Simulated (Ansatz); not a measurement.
A geometry of FeSi away from equilibrium: step 8 of the relaxation of a relaxed FeSi cell squeezed uniformly to 70 % of its volume. Calculation: PBEsol (plane waves to 420 eV, PAW, scalar-relativistic; Ansatz, a program for electronic structure). Γ-centred k-mesh 6×6×6 on the run's cell (coarser than for final values), Fermi–Dirac smearing 0.05 eV.

```
CELL_PARAMETERS angstrom
      4.36071     0.00000     0.00000
      0.00000     4.36071     0.00000
      0.00000     0.00000     4.36071
ATOMIC_POSITIONS crystal
  Fe 0.13822 0.13822 0.13822
  Fe 0.63822 0.36178 0.86178
  Fe 0.86178 0.63822 0.36178
  Fe 0.36178 0.86178 0.63822
  Si 0.84181 0.84181 0.84181
  Si 0.34181 0.65819 0.15819
  Si 0.15819 0.34181 0.65819
  Si 0.65819 0.15819 0.34181
```

Q: Which atoms carry the largest force, and which way does it point?

A: 0.01 eV/Å, on Si5, Si6, Si7, Si8 (atoms numbered as listed); on Si6 its components are (-0.01, 0.01, 0.01).

Q: What is the pressure?

A: +7.5 GPa, compression positive.

Q: How far above the relaxed end point is this geometry?

A: 0.01 eV/atom; the path ends in P2₁3 (No. 198) (AFLOW prototype AB_cP8_198_a_a (B20, as in FeSi)).

No spin polarisation in the result. A magnetic state may lie lower.

The run could not lose the symmetry of its start.
